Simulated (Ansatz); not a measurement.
Data:

ScAl3N4:
```cif
data_Al3N4Sc
_chemical_formula_sum 'Al3 N4 Sc1'
_space_group_name_H-M_alt 'P 1'
_space_group_IT_number 1
_cell_length_a 3.43598
_cell_length_b 3.43598
_cell_length_c 8.38174
_cell_angle_alpha 90.000
_cell_angle_beta 90.000
_cell_angle_gamma 120.000
loop_
_space_group_symop_operation_xyz
  'x, y, z'
loop_
_atom_site_label
_atom_site_type_symbol
_atom_site_fract_x
_atom_site_fract_y
_atom_site_fract_z
_atom_site_occupancy
Al1 Al 0.00000 0.00000 0.76119 1
Al2 Al 0.33333 0.66667 0.00000 1
N1 N 0.00000 0.00000 0.00000 1
N2 N 0.33333 0.66667 0.23660 1
Al3 Al 0.00000 0.00000 0.23881 1
Sc1 Sc 0.33333 0.66667 0.50000 1
N3 N 0.00000 0.00000 0.50000 1
N4 N 0.33333 0.66667 0.76340 1
```

This is the r²SCAN-relaxed structure.

Task: All from plane-wave PAW r²SCAN (Ansatz code), unless another level is named. Estimate the hole effective mass.

Result: 0.26, 0.92, 0.92 mₑ (principal values).

Task: And the band gap?

Result: 3.07 eV (indirect).

Task: Give the formation energy from the elements (no fitted shifts).

Result: -1.54 eV/atom.

Task: Next, the valence-band maximum?

Result: at Γ.

Space group P-6m2. The start of the workflow was typed in or built on a structure type; neither database checked (COD, Materials Project) lists it. Whether it is the stable phase at ambient conditions was not checked. Symmetry was held in the r²SCAN relaxation; its stability against distortions is not shown here. No spin polarisation was allowed. The references are the lowest solids computed at this level, not always the standard phases (solids in place of the gases).

Potentials: the earlier of the program's two PAW sets.
